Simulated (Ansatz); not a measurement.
# Relaxing a structure of Au

The start is a randomly generated symmetric cell of Au (space group No. 78). The cell and all atomic positions are relaxed at zero pressure with r2SCAN (plane waves to 500 eV, PAW, scalar-relativistic; Ansatz, a first-principles code). The first steps use a coarse 7×7×10 k-mesh.

Initial structure:
```yaml
crystal:
  lattice:
    - [4.56993, 0.00000, 0.00000]
    - [0.00000, 4.56993, 0.00000]
    - [0.00000, 0.00000, 3.28329]
  atoms:
    - { symbol: Au, position: [0.82890, 0.44617, 0.15360] }
    - { symbol: Au, position: [0.17110, 0.55383, 0.65360] }
    - { symbol: Au, position: [0.55383, 0.82890, 0.90360] }
    - { symbol: Au, position: [0.44617, 0.17110, 0.40360] }
```

How large is the pressure on the unrelaxed cell, and of which sign?

+89.2 GPa (positive: the cell is compressed).

Which atoms feel the largest initial force, and how large is it?

3.63 eV/Å, on Au1, Au2, Au3, Au4 (atoms numbered as listed).

Does the structure survive the relaxation? Give the final space group.

The space group goes from P4₃ (No. 78) to P4₃2₁2 (No. 96), with 4 atoms in the primitive cell.

How much energy is released per atom?

1.99 to 2.00 eV/atom (the two k-meshes of the run give this range).

How does the volume per atom move from start to end?

+9.1 %, from 17.14 to 18.71 Å³/atom.

Is the relaxed structure metallic? Give its gap.

No gap (metallic).

Write out the relaxed structure.


```cif
data_Au4
_chemical_formula_sum 'Au4'
_space_group_name_H-M_alt 'P43212'
_space_group_IT_number 96
_space_group_name_Hall 'P 4nw 2abw'
_cell_length_a 5.20865
_cell_length_b 5.20865
_cell_length_c 2.75863
_cell_angle_alpha 90.000
_cell_angle_beta 90.000
_cell_angle_gamma 90.000
loop_
_atom_site_label
_atom_site_type_symbol
_atom_site_symmetry_multiplicity
_atom_site_Wyckoff_symbol
_atom_site_fract_x
_atom_site_fract_y
_atom_site_fract_z
_atom_site_occupancy
Au1 Au 4 a 0.17446 0.17446 0.50000 1
```

Final values are on a 9×9×17 k-mesh of the relaxed cell. No spin polarisation in the result.

The run could not lose the symmetry of its start: the end is stationary, and may be a saddle point rather than a minimum.

The relaxed structure here is a generated cell of Au: the first start was made by a random draw of sites in a space group, and the end was not matched to a known phase here, so it may be hypothetical. Known forms of Au include space group No. 225.
